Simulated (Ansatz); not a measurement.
Trial structure of BeIr, not yet relaxed:

```xyz
2
Lattice="0.0000 2.0922 2.0922 2.0922 0.0000 2.0922 2.0922 2.0922 0.0000" Properties=species:S:1:pos:R:3 pbc="T T T"
Be    2.0922    2.0922    2.0922
Ir    0.0000    0.0000    0.0000
```

All numbers below come from DFT PBE, scalar-relativistic, plane waves, PAW in Ansatz. Settings: cutoff 420 eV, Γ-centred mesh 8×8×8 on the computed 2-atom cell, Gaussian smearing of 0.10 eV; no spin polarisation.

The zero of energy is the elements' standard structures at the same level; no fitted shifts are applied.

Question: What does a single point on this coarse mesh give?

Answer: The pressure is 90.1 GPa (it wants to expand), the largest force is 0.00 eV/Å (symmetry fixes the atoms), and the energy is +0.76 eV/atom against the elements. The shortest distance is 2.09 Å.

Question: Is it a good guess?

Answer: A rough one: relaxing gains about 0.62 eV/atom (the start's value is from the coarse mesh, so the gain is rough) in 12 ionic steps and ends at +0.15 eV/atom on the finer mesh. The symmetry stays Fm-3m (No. 225). The end has the rock salt type. The volume per atom grows by 29.5 %, from 9.2 to 11.9 Å³. The shortest distance goes from 2.09 Å (Be–Ir) to 2.28 Å (Be–Ir). Conventional cell: a = 4.561 Å. Around Be lie 6 Ir at 2.28 Å; around Ir lie 6 Be at 2.28 Å.

The last run used collinear spin, a 20×20×20 mesh for its 2-atom cell and Gaussian smearing of 0.10 eV. These runs have no spin–orbit coupling, which can matter for Ir. The relaxation can't lower the symmetry of the start, and the grade says only how near the guess is to its own end. A structure relaxed within its symmetry needn't be a true minimum.
